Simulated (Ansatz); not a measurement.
The relaxed structure here is a generated cell of Te2Mo: the first start was made by placing the elements on the sites of a structure type, and the end was not matched to a known phase here, so it may be hypothetical. Known forms of Te2Mo include space group No. 194.

The end point of a relaxation of Te2Mo. Space group Pnnm (No. 58), AFLOW prototype AB2_oP6_58_a_g (as in Fe2C). Calculation: r2SCAN (plane waves to 500 eV, PAW, scalar-relativistic; Ansatz, an electronic-structure program).

```xyz
6
Lattice="5.9913 0.0000 0.0000 0.0000 6.8123 0.0000 0.0000 0.0000 3.5210" Properties=species:S:1:pos:R:3 pbc="T T T"
Mo     2.9956     3.4062     1.7605
Mo     0.0000     0.0000     0.0000
Te     4.1699     5.8232     1.7605
Te     1.1743     4.3952     0.0000
Te     4.8170     2.4171     0.0000
Te     1.8214     0.9891     1.7605
```

Q: What is the computed band gap (r2SCAN)?

A: No gap on the sampled points, where the bands overlap only slightly; such a result is sensitive to mesh and level.

No spin polarisation in the result.

The run could not lose the symmetry of its start; a randomly shaken copy of 12 atoms returns to this structure.
